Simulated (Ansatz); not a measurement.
LiF:
```yaml
crystal:
  lattice:
    - [0.00000, 1.95463, 1.95463]
    - [1.95463, 0.00000, 1.95463]
    - [1.95463, 1.95463, 0.00000]
  atoms:
    - { symbol: Li, position: [0.00000, 0.00000, 0.00000] }
    - { symbol: F, position: [0.50000, 0.50000, 0.50000] }
```

Relaxed with LDA. Special points in fractions of this cell's reciprocal vectors: Γ (0.000, 0.000, 0.000); X (0.500, 0.000, 0.500); U (0.625, 0.250, 0.625); K (0.375, 0.375, 0.750); L (0.500, 0.500, 0.500); W (0.500, 0.250, 0.750).

Task: List the band energies nearest the valence-band maximum at these points for the program Ansatz at the LDA level (PAW).

Result: In eV from the valence-band maximum; about four levels below and three above (degenerate sets whole), none deeper than 8.9 eV; … stands for higher levels left out; points with the same levels are listed once.

```tsv
k	below	above
Γ	0.00 0.00 0.00	9.69 …
X	-3.53 -1.18 -1.18	15.28 …
U	-2.94 -1.81 -0.87	14.70 …
L	-2.86 -0.26 -0.26	10.87 …
W	-2.45 -2.45 -0.90	…
```

Space group Fm-3m (rock salt). Symmetry was held in the LDA relaxation; phonons on a q-mesh show no instability.

Potentials: the later of the program's two PAW sets.
